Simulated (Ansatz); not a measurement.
RuN2:
```
CELL_PARAMETERS angstrom
      4.06210     0.00000     0.00000
      0.00000     4.85775     0.00000
      0.00000     0.00000     2.67297
ATOMIC_POSITIONS crystal
  Ru 0.00000 0.00000 0.00000
  Ru 0.50000 0.50000 0.50000
  N  0.37743 0.90751 0.50000
  N  0.62257 0.09249 0.50000
  N  0.87743 0.59249 0.00000
  N  0.12257 0.40751 0.00000
```

Relaxed with PBEsol. Special points in fractions of this cell's reciprocal vectors: Γ (0.000, 0.000, 0.000); X (0.500, 0.000, 0.000); S (0.500, 0.500, 0.000); Y (0.000, 0.500, 0.000); Z (0.000, 0.000, 0.500); U (0.500, 0.000, 0.500); R (0.500, 0.500, 0.500); T (0.000, 0.500, 0.500).

Task: List the band energies nearest the Fermi level at these points for plane-wave PAW PBEsol with spin–orbit coupling (Ansatz code).

Result: In eV from the Fermi level; about four levels below and three above (degenerate sets whole), none deeper than 8.9 eV; points with the same levels are listed once.

| k | below | above |
|---|---|---|
| Γ | -0.35 -0.35 -0.17 -0.17 | 0.23 0.23 4.52 4.52 |
| X | -0.32 -0.32 -0.32 -0.32 | 2.16 2.16 2.16 2.16 |
| S | -0.01 -0.01 -0.01 -0.01 | 0.05 0.05 0.05 0.05 |
| Y | -1.20 -1.20 -1.20 -1.20 | 0.02 0.02 0.02 0.02 |
| Z | -0.78 -0.78 -0.78 -0.78 | 0.56 0.56 0.56 0.56 |
| U | -0.56 -0.56 -0.49 -0.49 | 2.55 2.55 2.55 2.55 |
| R | -0.75 -0.75 -0.75 -0.75 | 2.28 2.28 2.28 2.28 |
| T | -1.08 -1.08 -1.05 -1.05 | 0.02 0.02 0.03 0.03 |

Space group Pnnm. The workflow started from a Materials Project entry (that database holds measured and hypothetical structures alike); the Crystallography Open Database copy checked does not list it. Whether it is the stable phase at ambient conditions was not checked. The cell was relaxed with PBEsol under the symmetry of its start; its stability against distortions is not shown here. No spin polarisation was allowed. Its formation energy is positive at this level, so the cell may be metastable or incomplete.

Potentials: the later of the program's two PAW sets.
